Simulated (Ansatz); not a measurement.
A relaxed 1×1 slab of 5 planes, cut along (100) from a bcc crystal of one element, has a cell area of 10.13 Å² and a bulk spacing of 1.592 Å between its first planes. All-electron LAPW in Ansatz 0.2.0 (PBE, scalar-relativistic, no spin polarisation) gives γ = 4.04 J/m², Φ = 4.13 eV and a change of the outer spacing of -10.5 %. The bcc structure needn't be the element's own.

Q: Which element is it?

A: W. Neighbours weren't tried against these numbers.
